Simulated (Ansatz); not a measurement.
HgSe (zinc blende): values from a third-order Birch-Murnaghan fit to a volume scan beside measured ones. Computed values: PBEsol (plane waves to 420 eV, PAW, scalar-relativistic; Ansatz, a program for electronic structure). At this level the bands of HgSe touch or barely overlap. HgSe was relaxed with its symmetry unable to fall. Spin-orbit coupling is left out, though Hg is heavy.

```json
[
 {"quantity": "Lattice constant a (Å)", "reference": "6.085", "kind": "measured, room temperature or unstated"},
 {"quantity": "Bulk modulus B₀ (GPa)", "reference": "50", "kind": "measured, room temperature or unstated"}
]
```

References as given in: Cardona, M., Kremer, R. K., Lauck, R. et al., (2009), arXiv:0908.2634; Cormac Toher, Corey Oses, Jose J. Plata et al., Physical Review Materials (2017), arXiv:1611.05714. Values not taken to low temperature hold thermal and zero-point shifts that a static calculation lacks, so small differences there are no errors of the method.

What does PBEsol give, and how far is that from the reference?


| quantity | PBEsol | difference |
|---|---|---|
| Lattice constant a (Å) | 6.133 | +0.8 % |
| Bulk modulus B₀ (GPa) | 51.5 | +2.9 % |



(A scan under strain: stresses follow from slopes of the energy per volume, elastic moduli from its curvatures.)
